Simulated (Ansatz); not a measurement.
GdZn (Pm-3m); parallel moments.

```xyz
4
Lattice="0.0000 3.6180 3.6180 3.6180 0.0000 0.0000 0.0000 3.6180 -3.6180" Properties=species:S:1:pos:R:3 pbc="T T T"
Gd    0.0000    0.0000    0.0000
Gd    0.0000    3.6180    0.0000
Zn    1.8090    1.8090    1.8090
Zn    1.8090    1.8090   -1.8090
```

The geometry is a structure as deposited in COD, repeated to hold the magnetic orders, held fixed and not relaxed.

Settings: LDA, 7×10×7 k mesh, Fermi–Dirac smearing of 0.05 eV. LAPW is all-electron LAPW in Ansatz 0.2.0. Site moments are integrated in spheres about the atoms. Start moments (μB): Gd1 7, Gd2 7.

Iteration by iteration:

| iteration | Harris–Foulkes energy less the last (meV) | density residual (eV) | M (μB) | ∫|m| (μB) |
| --- | --- | --- | --- | --- |
| 1 | -206.927 | 9.4e-02 | 14.8144 | 14.8240 |
| 2 | 203.157 | 5.3e-02 | 14.8405 | 14.8484 |
| 3 | 185.387 | 3.3e-02 | 14.8638 | 14.8725 |
| 4 | 96.767 | 1.3e-02 | 14.8765 | 14.8865 |
| 5 | 32.357 | 5.7e-03 | 14.8605 | 14.8715 |
| 6 | 14.035 | 1.5e-03 | 14.8088 | 14.8211 |
| 7 | 2.721 | 8.9e-04 | 14.7511 | 14.7647 |
| 8 | 0.024 | 6.2e-05 | 14.7061 | 14.7210 |
| 9 | 0.000 | 2.3e-06 | 14.6971 | 14.7124 |
| 10 | 0.001 | 1.0e-06 | 14.6953 | 14.7107 |
| 11 | 0.000 | 7.5e-08 | 14.6959 | 14.7113 |
| 12 | 0.000 | 4.6e-09 | 14.6962 | 14.7116 |
| 13 | 0.000 | 7.7e-10 | 14.6963 | 14.7117 |

Site moments (μB): Gd1 7.16, Gd2 7.16, Zn3 0.04, Zn4 0.04. Cell moment 14.70 μB.

Without U a semilocal functional puts the f levels too near the Fermi level, which can change moments and the order of magnetic states; site and cell moments are spin moments. Spin–orbit coupling is left out although heavy atoms are present. With open f shells a run can end in a state that isn't the lowest. The magnetic state is the one that this cell and start allow. It needn't be the compound's measured order, which may need a larger cell or be absent.
